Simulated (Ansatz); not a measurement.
A geometry of Te away from equilibrium: step 2 of the relaxation of a relaxed Te cell displaced along its unstable phonon at q = (½, 0, ½) of its primitive reciprocal cell (64i cm⁻¹), largest move 0.15 Å. Computed with PBE (plane waves to 420 eV, PAW, scalar-relativistic; Ansatz, a program for electronic structure). Γ-centred k-mesh 11×11×11 on the run's cell (coarser than for final values), Fermi–Dirac smearing 0.05 eV.

```xyz
2
Lattice="0.0000 4.2255 8.7387 2.1152 0.0000 4.3693 2.1152 4.2255 4.3693" Properties=species:S:1:pos:R:3:forces:R:3 pbc="T T T" free_energy=-13959.822 pressure_GPa=0.0
Te     0.0000     0.0000     0.2184    0.0000    0.0000    0.1635
Te     2.1152     6.3383     8.5203    0.0000    0.0000   -0.1635
```

Positions in Å, forces in eV/Å, free energy of the cell in eV (comparable only within this code, potentials and settings). Largest force: 0.16 eV/Å, on Te1, Te2 (atoms numbered as listed); the geometry lies 0.05 eV/atom above the end of its relaxation.

No spin polarisation in the result.

The run could not lose the symmetry of its start, so the end can be a saddle point.

The end of the path is a generated cell of Te: the first start was made by placing the elements on the sites of a structure type, and the end was not matched to a known phase here, so it may be hypothetical. Known forms of Te include space group No. 152.
